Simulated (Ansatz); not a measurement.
Total density of states per atom from r²SCAN in the plane-wave PAW code Ansatz, in 0.25 eV bins, energy from the Fermi level:

```
E (eV) | states/eV/atom
    -7.85 | ############## 0.22
    -7.60 | ############## 0.22
    -7.35 | ############### 0.23
    -7.10 | ############### 0.24
    -6.85 | ################ 0.25
    -6.60 | ################ 0.25
    -6.35 | ################# 0.26
    -6.10 | ################# 0.27
    -5.85 | ################## 0.27
    -5.60 | ################## 0.28
    -5.35 | ################### 0.29
    -5.10 | #################### 0.31
    -4.85 | ###################### 0.34
    -4.60 | ##################### 0.32
    -4.35 | ################### 0.30
    -4.10 | ################# 0.27
    -3.85 | ################# 0.27
    -3.60 | ################### 0.30
    -3.35 | #################### 0.31
    -3.10 | #################### 0.32
    -2.85 | ##################### 0.32
    -2.60 | #################### 0.31
    -2.35 | ###################### 0.34
    -2.10 | ######################## 0.37
    -1.85 | ######################### 0.38
    -1.60 | ######################## 0.37
    -1.35 | ####################### 0.36
    -1.10 | ###################### 0.34
    -0.85 | ###################### 0.34
    -0.60 | ######################## 0.37
    -0.35 | ######################## 0.38
    -0.10 | ######################### 0.38
     0.15 | ######################### 0.39
     0.40 | ######################### 0.39
     0.65 | ######################### 0.40
     0.90 | ########################## 0.40
     1.15 | ########################## 0.41
     1.40 | ########################### 0.42
     1.65 | ############################ 0.43
     1.90 | ############################# 0.45
     2.15 | ############################## 0.47
     2.40 | ############################# 0.46
     2.65 | ############################# 0.45
     2.90 | ############################ 0.44
     3.15 | ############################ 0.44
     3.40 | ############################ 0.44
     3.65 | ############################ 0.44
     3.90 | ############################ 0.44
     4.15 | ############################ 0.44
     4.40 | ############################ 0.44
     4.65 | ############################ 0.44
```

Question: Pick the material that matches.
A) Ga, α-Ga
B) Al, bcc (W type)
C) TiO2, P2_1/c (Ti on 4e, O on 4e, O on 4e)
D) TaN, P6/mmm (Ta on 1a, Ta on 2d, N on 3f)

Answer: B, Al, bcc (W type). Within 0.5 eV of the Fermi level: Al 3p 63 %, Al 3s 31 %, outside the projected shells 6 %. Projections are on Löwdin-orthogonalised atomic valence shells; empty p or d shells of many metals are not among them.

Space group Im-3m (bcc (W type)). The workflow started from a Materials Project entry (that database holds measured and hypothetical structures alike); the Crystallography Open Database copy checked does not list it. It is not the phase usual at ambient conditions (space group No. 225). Symmetry was held in the r²SCAN relaxation. At this level the phase is mechanically unstable.

Potentials: the earlier of the program's two PAW sets.
